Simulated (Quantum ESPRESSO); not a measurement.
Kohn-Sham bands of SrClF (P4/nmm)

```
CELL_PARAMETERS angstrom
      4.12963     0.00000     0.00000
      0.00000     4.12963     0.00000
      0.00000     0.00000     6.97661
ATOMIC_POSITIONS crystal
  Sr 0.00000 0.50000 0.79950
  Sr 0.50000 0.00000 0.20050
  Cl 0.50000 0.00000 0.64490
  Cl 0.00000 0.50000 0.35510
  F  0.50000 0.50000 0.00000
  F  0.00000 0.00000 0.00000
```

Cell from Materials Project (mp-22957), symmetrised, no further relaxation. COD (Crystallography Open Database) has an entry of this formula and space group (matched by these alone). Level: PBEsol, no spin polarisation, no spin-orbit coupling; pw.x of Quantum ESPRESSO at 68 Ry with PseudoDojo potentials, 4×4×4 k-points, Wannier90. Density: 8×8×6 mesh, cold smearing 0.01 Ry.

Energies are relative to the valence-band maximum; weights are on the orthonormalised atomic waves of the pseudopotential files, averaged over the group. 48 electrons a cell are treated as valence.

Question: Into which isolated groups do the bands fall, where do they lie and what are they made of?

Answer: 
| bands | from (eV) | to (eV) | filling | weight on atomic waves |
|---|---|---|---|---|
| 1–2 | -31.80 | -31.75 | filled | Sr 4s 98 % |
| 3–4 | -20.78 | -20.40 | filled | F 2s 94 % |
| 5–10 | -14.16 | -13.57 | filled | Sr 4p 94 % |
| 11–12 | -12.42 | -12.07 | filled | Cl 3s 85 %, Sr 4p 11 % |
| 13–24 | -3.22 | 0.00 | filled | F 2p 48 %, Cl 3p 48 % |

The Kohn-Sham gap over both meshes and the path is 5.78 eV.
